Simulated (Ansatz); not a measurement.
Crystals of one structure type (rock salt) and one family of elements, relaxed and computed with HSE06 (plane waves, PAW; program Ansatz).

```json
[
 {"crystal": "GeSe", "V (Å³/atom)": "22.23", "B₀ by P(V) fit (GPa)": "61.6"},
 {"crystal": "PbS", "V (Å³/atom)": "26.57", "B₀ by P(V) fit (GPa)": "57.2"},
 {"crystal": "PbSe", "V (Å³/atom)": "29.37", "B₀ by P(V) fit (GPa)": "?"},
 {"crystal": "SnTe", "V (Å³/atom)": "32.22", "B₀ by P(V) fit (GPa)": "43.4"},
 {"crystal": "TePb", "V (Å³/atom)": "34.61", "B₀ by P(V) fit (GPa)": "42.2"}
]
```

Question: Fit a straight line to ln B₀ against ln V and predict the withheld value.

Answer: Least squares on the 4 shown rows: ln B₀ = -0.93 × ln V + (7.035), with a scatter of 4 %. For PbSe this gives 49.0. The run itself gave 50.8, within the scatter.

Not the usual ambient phase: GeSe, rock salt. All cells were relaxed under the symmetry of their starts (and spin orders); stability against distortions was not tested throughout. Scalar-relativistic: spin–orbit coupling is off unless named, which matters more the heavier the elements.

Potentials: the later of the program's two PAW sets.
